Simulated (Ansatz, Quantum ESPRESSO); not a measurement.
This is a calculation of GaF for Ansatz 0.2.0. Atoms were shifted at random by some hundredths of an Å from the given cell, which wasn't relaxed again for these runs. The cell comes from a database or a generator and needn't be the stable form of this composition.

File input.yaml:

```yaml
crystal:
  lattice:
    - [3.16592, 0.0, 0.0]
    - [0.0, 3.16592, 0.0]
    - [0.0, 0.0, 3.16592]
  atoms:
    - { symbol: Ga, position: [-0.001268, 0.005753, 0.000772] }
    - { symbol: F, position: [0.482838, 0.486411, 0.494593] }
hamiltonian:
  xc: pbe
  pseudopotentials: { kind: paw }
kpoints:
  mp_grid: { grid: [8, 8, 8] }
scf:
  occupations: { method: fermi_dirac, width: 0.05 }
output:
  forces: true
  stress: true
  eigenvalues: true
```

Potentials or basis: Ansatz PAW.

Run with:

```bash
$ ansatz run input.yaml --threads 1 --pin off --max-ram 3584MiB --backend cpu --events-out ev --progress --plain --runs-dir out
```

**Question.** What does the same run look like in Quantum ESPRESSO 7.5? Potentials or basis there: SSSP 1.3 efficiency PBE, cutoff 952 eV.

**Answer.** As run (cutoffs and basis follow the program's own potentials, and thresholds, step limits or extra output files can differ):

The input pw.in:

```
&CONTROL
  calculation = 'scf'
  prefix = 'pwscf'
  outdir = './tmp'
  pseudo_dir = './pseudo'
  tprnfor = .true.
  tstress = .true.
  disk_io = 'nowf'
/
&SYSTEM
  ibrav = 0
  nat = 2
  ntyp = 2
  ecutwfc = 70
  ecutrho = 560
  nbnd = 16
  occupations = 'smearing'
  smearing = 'fd'
  degauss = 0.00367493
/
&ELECTRONS
  conv_thr = 4d-10
  electron_maxstep = 120
  mixing_beta = 0.5
/
ATOMIC_SPECIES
Ga    69.7230 Ga.pbe-dn-kjpaw_psl.1.0.0.UPF
F     18.9984 f_pbe_v1.4.uspp.F.UPF
CELL_PARAMETERS angstrom
   3.1659200000    0.0000000000    0.0000000000
   0.0000000000    3.1659200000    0.0000000000
   0.0000000000    0.0000000000    3.1659200000
ATOMIC_POSITIONS crystal
Ga    -0.0012680000    0.0057530000    0.0007720000
F      0.4828380000    0.4864110000    0.4945930000
K_POINTS automatic
8 8 8 0 0 0
```

Potentials or basis: SSSP 1.3 efficiency PBE.

Launch:

```sh
$ OMP_NUM_THREADS=1 pw.x -in pw.in > pw.out
```

Both were run:

|  | Ansatz | Quantum ESPRESSO |
| --- | --- | --- |
| Pressure | 0.1 GPa | 0.0 GPa |
| Largest force | 0.083 eV/Å | 0.081 eV/Å |
| Energy over the undisturbed cell | -1.7 meV/atom | -1.7 meV/atom |

Ansatz's pressure holds a Pulay term of +0.42 GPa for its cutoff of 420 eV, which the other run lacks.

Where Ansatz's input types no cutoff or centring, it takes its own default and a Γ-centred mesh.

The undisturbed cell isn't at this level's minimum, so the move can lower the energy.

Pressure is positive in compression.
